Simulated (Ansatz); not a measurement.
## Si$_{2}$Mo: from a starting cell to a relaxed one

The start is a relaxed Si2Mo cell displaced along its unstable phonon at q = Γ (45i cm⁻¹), largest move 0.15 Å. The cell and all atomic positions are relaxed at zero pressure with PBE (plane waves to 420 eV, PAW, scalar-relativistic; Ansatz, an electronic-structure program). First-step values are on the input's coarse k-mesh.

Ansatz input (later rounds restart from its end on a renewed k-mesh):
Ansatz 0.2 input:
```yaml
crystal:
  lattice:
    - [1.9831435173, -6.4274157797, 0]
    - [1.9831435173, 6.4274157797, 0]
    - [0, 0, 3.2939264444]
  atoms:
    - { symbol: Si, position: [0.9650296753, 0.1059440101, 0.75] }
    - { symbol: Si, position: [0.0349703247, 0.8940559899, 0.25] }
    - { symbol: Si, position: [0.2317344113, 0.7531727119, 0.75] }
    - { symbol: Si, position: [0.7682655887, 0.2468272881, 0.25] }
    - { symbol: Mo, position: [0.5697069296, 0.3546555794, 0.75] }
    - { symbol: Mo, position: [0.4302930704, 0.6453444206, 0.25] }
basis: { ecutwfc: 420, ecutrho_ratio: 4, xc_grid: 2, fft_grid_basis: typed }
kpoints: { mp_grid: { grid: [9, 9, 10] } }
hamiltonian:
  xc: pbe
  dispersion: none
  pseudopotentials: { azcp: { folder: ./paw }, kind: paw }
scf: { occupations: { method: fermi_dirac, width: 0.05 } }
relax: { f_tol: 0.01, max_steps: 100, cell: { stress_tol: 0.02 } }
output: { forces: true, stress: true }
```

Question: How much energy is released per atom?

Answer: 0.04 eV/atom.

Question: How does the volume per atom move from start to end?

Answer: +0.3 %, from 14.00 to 14.04 Å³/atom.

Question: What band gap does the relaxed structure have at this level?

Answer: Zero (metallic).

Question: What does it relax into? Give the structure.

Answer: 
```cif
data_Mo2Si4
_chemical_formula_sum 'Si4 Mo2'
_space_group_name_H-M_alt 'P21/m'
_space_group_IT_number 11
_space_group_name_Hall '-P 2yb'
_cell_length_a 4.09839
_cell_length_b 3.20752
_cell_length_c 6.55772
_cell_angle_alpha 90.000
_cell_angle_beta 102.188
_cell_angle_gamma 90.000
loop_
_atom_site_label
_atom_site_type_symbol
_atom_site_symmetry_multiplicity
_atom_site_Wyckoff_symbol
_atom_site_fract_x
_atom_site_fract_y
_atom_site_fract_z
_atom_site_occupancy
Si1 Si 2 e 0.13045 0.25000 0.13742 1
Si2 Si 2 e 0.24184 0.75000 0.47140 1
Mo1 Mo 2 e 0.33340 0.25000 0.78495 1
```

Final values are on a 12×14×8 k-mesh of the relaxed cell. No spin polarisation in the result.

The run could not lose the symmetry of its start, so the end can be a saddle point.

The relaxed structure here is a generated cell of Si2Mo: the first start was made by placing the elements on the sites of a structure type, and the end was not matched to a known phase here, so it may be hypothetical. Known forms of Si2Mo include space group No. 139.
